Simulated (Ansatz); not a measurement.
Method: Ansatz, DFT PBE, scalar-relativistic, plane waves, PAW. Cutoff 420 eV, Γ-centred 12×12×2 mesh (12-atom cell), Gaussian smearing of 0.02 eV, no spin polarisation.

Formation energies are uncorrected and count from the elements' standard states at the same level.

**Question.** Suggest a trial structure for a trigonal wide-gap insulator that holds Zn and 2 more elements, with a gap near 3.3 eV, a formation energy near −2.45 eV/atom and about 10 Å³ per atom, in a cell of 12 atoms. Its symmetry should be P-3m1 (No. 164).

**Answer.** Mg5ZnO6, space group P-3m1 (No. 164). Around Mg on a site of symmetry 3m lie 6 O at 2.11–2.13 Å; around Mg on a second site of symmetry 3m lie 6 O at 2.13 Å; Zn has 6 O at 2.16 Å; around O on its first site lie 3 Mg at 2.11 Å and 3 Zn at 2.16 Å; 3 more sites not described.

```
Mg Zn O
1.0
     3.01879    0.00000    0.00000
    -1.50940    2.61435    0.00000
     0.00000    0.00000   14.76733
Mg Zn O
5 1 6
Direct
  0.33333 0.66667 0.83230
  0.66667 0.33333 0.16770
  0.33333 0.66667 0.33390
  0.00000 0.00000 0.50000
  0.66667 0.33333 0.66610
  0.00000 0.00000 0.00000
  0.66667 0.33333 0.91339
  0.33333 0.66667 0.08661
  0.00000 0.00000 0.25086
  0.66667 0.33333 0.41695
  0.33333 0.66667 0.58305
  0.00000 0.00000 0.74914
```

| Property | Result |
| --- | --- |
| Volume per atom | 9.71 Å³ |
| Density | 4.03 g/cm³ |
| Formation energy | −2.450 eV/atom |
| Gap on the 12×12×2 mesh of the 12-atom cell | 3.30 eV |

The structure comes from a generated guess, relaxed at this level; another structure or a mixture of phases may lie lower. Other answers may fit too; this one was computed.

Kohn–Sham gaps at this level usually fall short of measured ones. A later test with randomly moved atoms came back to the same energy, though modes that don't fit the test's cell weren't probed.
